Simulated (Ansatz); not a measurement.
A geometry of Bi2Se3 away from equilibrium: step 2 of the relaxation of a relaxed Bi2Se3 cell, doubled along one cell vector, shaken by Gaussian noise of σ = 0.08 Å a coordinate. Computed with r2SCAN (plane waves to 500 eV, PAW, scalar-relativistic; Ansatz, an electronic-structure program). Γ-centred k-mesh 7×7×2 on the run's cell (coarser than for final values), Fermi–Dirac smearing 0.05 eV.

```
CELL_PARAMETERS angstrom
      4.17332     0.00330    -0.01998
     -2.08380     3.61957     0.01532
     -0.09832     0.03029    20.61867
ATOMIC_POSITIONS crystal
  Se 0.97968 0.97886 0.00118
  Se 0.98648 0.98785 0.50481
  Se 0.31932 0.66095 0.33441
  Se 0.32507 0.65851 0.82844
  Se 0.64641 0.31382 0.17087
  Se 0.67261 0.32399 0.67353
  Bi 0.32087 0.66850 0.09458
  Bi 0.34058 0.65812 0.59880
  Bi 0.68672 0.33815 0.40774
  Bi 0.65930 0.33421 0.90929
```

Question: What forces act on the atoms (eV/Å)?

Answer: 
| atom | Fx | Fy | Fz |
|---|---|---|---|
| Se1 | 0.02 | 0.09 | 0.06 |
| Se2 | 0.06 | 0.03 | -0.18 |
| Se3 | 0.24 | 0.12 | -0.21 |
| Se4 | -0.12 | -0.02 | 0.79 |
| Se5 | 0.07 | 0.11 | -0.21 |
| Se6 | -0.07 | -0.06 | 0.00 |
| Bi7 | 0.00 | -0.14 | 0.31 |
| Bi8 | 0.02 | 0.03 | -0.04 |
| Bi9 | -0.25 | -0.12 | 0.40 |
| Bi10 | 0.03 | -0.04 | -0.93 |

Question: What is the pressure?

Answer: -0.7 GPa, compression positive.

No spin polarisation in the result.

The end of the path is a generated cell of Bi2Se3: the first start was made by placing the elements on the sites of a structure type, and the end was not matched to a known phase here, so it may be hypothetical. Known forms of Bi2Se3 include space group No. 166.
